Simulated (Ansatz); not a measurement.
CsBr (CsCl type, Pm-3m), PBEsol in the plane-wave PAW code Ansatz. The conduction-band minimum lies at Γ, with 1 equivalent valley. Second derivatives d²E/dk² of the lowest band at one valley (eV·Å²), along Cartesian directions:

| direction | d²E/dk² |
|---|---|
| [100] | 25.99 |
| [010] | 25.99 |
| [001] | 25.99 |
| [110] | 25.99 |
| [101] | 25.99 |
| [011] | 25.99 |

**Question.** Find the principal effective masses, the density-of-states mass and the conductivity mass.

**Answer.** Off-diagonal terms follow from H_xy = H[110] − (H_xx + H_yy)/2, and m*/mₑ = 7.620 eV·Å² over each eigenvalue: 0.29, 0.29, 0.29. One valley's DOS mass (m₁m₂m₃)^(1/3) = 0.29, conductivity mass 3/(Σ 1/mᵢ) = 0.29 mₑ.

**Question.** What effective density of states Nc follows at 300 K for parabolic valleys?

**Answer.** Nc = 2.509e19 × 1 × (0.29)^(3/2) ≈ 3.9e18 cm⁻³.

The PBEsol relaxation kept the symmetry of its start. Spin–orbit coupling is left out wherever it is not named.

Potentials: the later of the program's two PAW sets.

Edges and masses are those of Kohn–Sham bands, whose gap is no quasiparticle gap.
